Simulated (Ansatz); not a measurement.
A sublattice moved along a line in ZrHg

Method: DFT PBEsol, scalar-relativistic, plane waves, PAW (Ansatz). Cutoff 420 eV, Γ-centred 16×16×12 k-points, Gaussian smearing of 0.15 eV. Spin–orbit coupling is left out, which can shift energies with elements as heavy as these. No spin polarisation. Energies are free energies at this smearing, counted from the undisturbed cell; pressure is positive in compression.

The undisturbed cell (as given, not relaxed at this level; it stands at -0.7 GPa, and it needn't be the usual structure):

```
Zr Hg
1.0
     3.14700    0.00000    0.00000
     0.00000    3.14700    0.00000
     0.00000    0.00000    4.17000
Zr Hg
1 1
Direct
  0.50000 0.50000 0.50000
  0.00000 0.00000 0.00000
```

Every Hg atom is moved by x along the Cartesian unit vector (0.000, 0.000, -1.000); the cell and all other atoms stay fixed. The cell is metallic on the mesh throughout.

```tsv
x (Å)	ΔE (meV/cell)	force along x on the moved atoms (eV/Å)	pressure (GPa)
-0.1000	25.1	0.51	-0.2
-0.0500	6.2	0.25	-0.6
0.0000	0.0	0.00	-0.7
0.0750	?	?	-0.4
```

(1) Give the withheld values.

Answers

(1) ΔE (meV/cell) at x (Å) = 0.0750: 14.0; force along x on the moved atoms (eV/Å) at x (Å) = 0.0750: -0.38.